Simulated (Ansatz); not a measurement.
Run on FeSb (P63/mmc) — parallel moments on spinors

Level of theory: DFT, LDA, all-electron LAPW, scalar-relativistic in Ansatz 0.2.0.

Command: `ansatz run input.yaml --threads 2 --pin off --max-ram 6144MiB --backend cpu --events-out ev --progress --plain --runs-dir out`

```yaml
crystal:
  lattice:
    - [4.06, 0.0, 0.0]
    - [-2.03, 3.5160631394, 0.0]
    - [0.0, 0.0, 5.13]
  atoms:
    - { symbol: Fe, position: [0.0, 0.0, 0.0], spin: 1.5, spin_axis: [0.0, 0.0, 1.0] }
    - { symbol: Fe, position: [0.0, 0.0, 0.5], spin: 1.5, spin_axis: [0.0, 0.0, 1.0] }
    - { symbol: Sb, position: [0.3333333333, 0.6666666667, 0.25] }
    - { symbol: Sb, position: [0.6666666667, 0.3333333333, 0.75] }
magnetization:
  noncollinear: true
kpoints:
  mp_grid: { grid: [8, 8, 6] }
scf:
  occupations: { method: fermi_dirac, width: 0.1 }
  lower_state_search: "off"
hamiltonian:
  xc: lda
  pseudopotentials: { kind: all_electron, lapw: { basis_error: 0.001 } }
output:
  eigenvalues: false
```

Log:

```
settings of this run that can trade accuracy for cost: output.eigenvalues: false. Do not mix this run's numbers with those of runs without the same settings; the input reference describes each key
LAPW: plane waves up to 8.651 Å⁻¹, error target 1.0e-3 eV per atom; small_component_spin mean_spin; Fe in spheres of 1.282 Å, 16 of its electrons in bands, Dirac shells []; Sb in spheres of 1.337 Å, 23 of its electrons in bands, Dirac shells [] (how accurate: hamiltonian.pseudopotentials.lapw.basis_error, Limitations)
Engine: ansatz 0.2.0
Pseudopotentials: kind: all_electron
Pseudopotential: Fe, LAPW, valence charge 16, lapw/all_electron/scalar/gaussian/Fe, Koelling and Harmon's equation, gaussian nucleus
Pseudopotential: Sb, LAPW, valence charge 23, lapw/all_electron/scalar/gaussian/Sb, Koelling and Harmon's equation, gaussian nucleus
Functional definition: SPW92
  exchange = slater_x
  correlation = pw_c
Crystal: 4 atoms, lattice volume = 73.232 Å³
Basis set: ecut = 285.13178366240015 eV, 795 PW (Γ), exchange–correlation at level 2
Bands: 94, of which v1, the nominal top of the filled ones, is band 78 counted from 1 (77 counted from 0)
Symmetry: 24 space group operations + 24 with time reversal
Moments: of one size on atoms that these operations exchange, one fixing the others by the rotation that the starting moments gave each, and all in one plane where the starting moments lie in one or along one axis (crystal.symmetry.detect: false holds none)
k-points: 40 of 384
Non-local potential: Fe, projectors of the file, none
Non-local potential: Sb, projectors of the file, none
Initial density: superposition of atomic densities (chi_scale 0.1, normalization cell)
Starting moments: Σ|m| = 3 μB on 2 of 4 sites
Initial wavefunctions: plane waves of lowest kinetic energy (no species holds an atomic orbital)
Functional: x = slater, c = lda
iter 1 solved again at ethr=1.34e-2 eV; its pass at ethr=1.00e-1 eV (dr2=1.05e1 eV) is discarded
SCF iter   1: F=—  HF=-421589.546979 eV  |F-HF|=—  |Δ(HF+E_count)|=         —  Δρ=7.69e-2  dr2=1.05e1  dr2_m=9.78e-2  ethr=1.34e-2  |M|=1.81e0 ∫|m|=2.21e0 μB  β_m=0.30  ⟨swp⟩=2.0  Hψ=25085  notcnv=0
preconditioner: auto → Kerker (q_TF=auto, 2.757 Å⁻¹)  [metal: Δε(μ)=0.012 eV  Ē_g=17.115 eV  σ=0.100 eV  W_gap=0.03  n_scr=22 (ndim 8)  ℏωp=29.4 eV  f_vac=0.000  D(μ)=3.86/eV (n_scr^D=34)]
spin=Noncollinear: Kerker preconditioning applied to the charge; magnetization (m_x, m_y, m_z) channels mix plain (no charge-response kernel on spin).
[...]
SCF 1 converged in 18 iterations: F = -421586.675340 eV  dr2 = 1.56e-8
SCF converged after 18 iterations
Magnetization: |M| = 2.8231 μB,  M = (+0.0000, -0.0000, +2.8231) μB
Absolute magnetization: 3.2943 μB (∫|m|)
  site 0: m = (+0.0000, -0.0000, +1.5168) μB, |m| = 1.5168 μB  (R = 1.28 Å)
  site 1: m = (+0.0000, -0.0000, +1.5168) μB, |m| = 1.5168 μB  (R = 1.28 Å)
  site 2: m = (-0.0000, +0.0000, -0.0704) μB, |m| = 0.0704 μB  (R = 1.34 Å)
  site 3: m = (-0.0000, +0.0000, -0.0704) μB, |m| = 0.0704 μB  (R = 1.34 Å)
Free energy (F): -421586.675340 eV
Harris-Foulkes:  -421586.675340 eV  (|F-HF|=5.51e-8)
Internal energy: -421586.522535 eV  (E = F + TS)
E sigma→0 (E₀):  -421586.598937 eV
Entropy (-TS):   -0.152805 eV (-38.201 meV/atom)
Fermi energy:    16.109467 eV
--- Per-component energies (eV) ---
  E_band       = -2113.587573
  E_kinetic    = 441380.821231
  E_xc         = -11909.595964
  E_electrostatic = -851057.747802  (all electrons and nuclei)
  E_smearing   = -0.152805  (= −TS)
  E_closure    = 0.000000  (closes the sum)
  E_atoms      = -421556.733922  (free atoms, spherical and without spin; not in F)
  Σ components = -421586.675340   (vs F -421586.675340, Δ=0.00e0)
  Basis errors (estimates in eV, not in F): energy 3.5e-4 per atom: plane waves 3.1e-4 (1.7e-4 summed), levels above the bands 4.8e-28, relativity 6.0e-9, radial functions 4.3e-5, core shells 6.1e-8; eigenvalues (radial functions only) 1.0e-6; not estimated: angular momenta, meshes, grids; target (lapw.basis_error) 1.0e-3; muffin-tin radii Fe 1.282 Å, Sb 1.337 Å
settings of this run that can trade accuracy for cost: output.eigenvalues: false. Do not mix this run's numbers with those of runs without the same settings; the input reference describes each key
```

Site moments (μB): Fe1 (0.00, 0.00, 1.52); Fe2 (0.00, 0.00, 1.52); Sb3 (0.00, 0.00, -0.07); Sb4 (0.00, 0.00, -0.07). Cell moment 2.82 μB.

The Ansatz runs typed with the search for lower states off end where their start leads. Spin–orbit coupling is left out although heavy atoms are present. None of this fixes the real material's magnetic order: only patterns that fit the cell were computed, at zero temperature, with a functional that can overstate moments.

It took 4.6 min on 2 threads of AMD EPYC 7R43 64-Core Processor (Zen 3), with other jobs on the host, peak memory 1.4 GiB.
